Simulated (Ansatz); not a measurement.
Method: DFT PBE, scalar-relativistic, plane waves, PAW in Ansatz. All cells share a 420 eV cutoff and Γ-centred k meshes spaced at most about 0.3 Å⁻¹ (about 0.25 or finer for metals, 2π included). No spin polarisation in the final relaxations.

All energies are static (0 K, no zero-point motion). All come from trial cells, and lower structures may exist.

Task: These unrelaxed guesses for CsLa₄ are each relaxed within their symmetry. Order them by the energy at which they end, lowest first.
A.

```
Cs La
1.0
     5.56676    0.00000    0.00000
     0.00000    5.56676    0.00000
     0.00000    0.00000    5.56676
Cs La
1 4
Cartesian
  0.0000 0.0000 0.0000
  2.7834 0.0000 0.0000
  0.0000 2.7834 0.0000
  0.0000 0.0000 2.7834
  2.7834 2.7834 2.7834
```

B.

```
Cs La
1.0
    -3.61422    3.61422    3.61422
     3.61422   -3.61422    3.61422
     3.61422    3.61422   -3.61422
Cs La
1 4
Direct
  0.00000 0.00000 0.00000
  0.50000 0.50000 0.50000
  0.00000 0.00000 0.50000
  0.00000 0.50000 0.00000
  0.50000 0.00000 0.00000
```

C.

```
Cs La
1.0
     4.38950   -4.60927    0.00000
     4.38950    4.60927    0.00000
     0.00000    0.00000    3.94163
Cs La
1 4
Cartesian
  0.0000 0.0000 0.0000
  4.3895 -2.8633 1.9708
  4.3895 2.8633 1.9708
  2.5038 0.0000 0.0000
  6.2752 0.0000 0.0000
```

D.

```
Cs La
1.0
     5.76565    0.00000    0.00000
    -2.88282    4.99320    0.00000
     0.00000    0.00000    7.01853
Cs La
1 4
Direct
  0.00000 0.00000 0.50000
  0.50000 0.00000 0.00000
  0.00000 0.50000 0.00000
  0.50000 0.50000 0.00000
  0.00000 0.00000 0.00000
```

Result: C (ends in Cmmm, 0 meV/atom), D (ends in P6/mmm, 191 meV/atom), A (ends in Pm-3m, 276 meV/atom), B (ends in Im-3m, 0.49 eV/atom). Even the lowest end lies +0.54 eV/atom against the elements.

A magnetic state wasn't ruled out in cells without spin, among them P6/mmm, Pm-3m, Im-3m. Cells relaxed within their symmetry can be saddle points. Some structure types and database cells were kept out of the candidates from the start, so a known form may be missing.
